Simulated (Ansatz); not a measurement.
BaZrO$_{3}$:
```cif
data_BaO3Zr
_chemical_formula_sum 'O3 Ba1 Zr1'
_space_group_name_H-M_alt 'Pm-3m'
_space_group_IT_number 221
_space_group_name_Hall '-P 4 2 3'
_cell_length_a 4.18063
_cell_length_b 4.18063
_cell_length_c 4.18063
_cell_angle_alpha 90.000
_cell_angle_beta 90.000
_cell_angle_gamma 90.000
loop_
_atom_site_label
_atom_site_type_symbol
_atom_site_symmetry_multiplicity
_atom_site_Wyckoff_symbol
_atom_site_fract_x
_atom_site_fract_y
_atom_site_fract_z
_atom_site_occupancy
O1 O 3 c 0.00000 0.50000 0.50000 1
Ba1 Ba 1 a 0.00000 0.00000 0.00000 1
Zr1 Zr 1 b 0.50000 0.50000 0.50000 1
```

Relaxed with PBEsol. PBEsol (plane waves, PAW; program Ansatz) gives a gap of 3.17 eV.

Question: What gap does HSE06 give on the same cell (Ansatz, PAW)?

Answer: 4.73 eV, 1.56 eV more. The hybrid was solved on a coarser mesh and at special points; its gap is the smallest among all of these.

| k | v1 PBEsol | c1 PBEsol | v1 HSE06 | c1 HSE06 |
|---|---|---|---|---|
| Γ | -0.18 | 3.17 | -0.26 | 4.73 |
| R | 0.00 | 6.02 | … | … |
| M | -0.05 | 5.73 | … | … |
| X | -0.41 | 3.55 | … | … |

Question: Top valence (v1) and lowest conduction level (c1) in eV from each method's valence maximum (which need not be a listed point): supply the withheld HSE06 values.

Answer: 
- R, v1 HSE06: 0.00
- R, c1 HSE06: 7.64
- M, v1 HSE06: -0.05
- M, c1 HSE06: 7.44
- X, v1 HSE06: -0.54
- X, c1 HSE06: 5.16

Cost on shared cores: the PBEsol run (SCF on a 7×7×7 mesh, then bands and DOS) very roughly 24 core-seconds, the HSE06 run (SCF on 4×4×4, then a few points) about 90 core-seconds (a rough figure); the tasks are unlike.

Symmetry was held in the PBEsol relaxation. No spin polarisation was allowed. Scalar-relativistic: spin–orbit coupling is off unless named, which matters more the heavier the elements.

Potentials: the later of the program's two PAW sets.
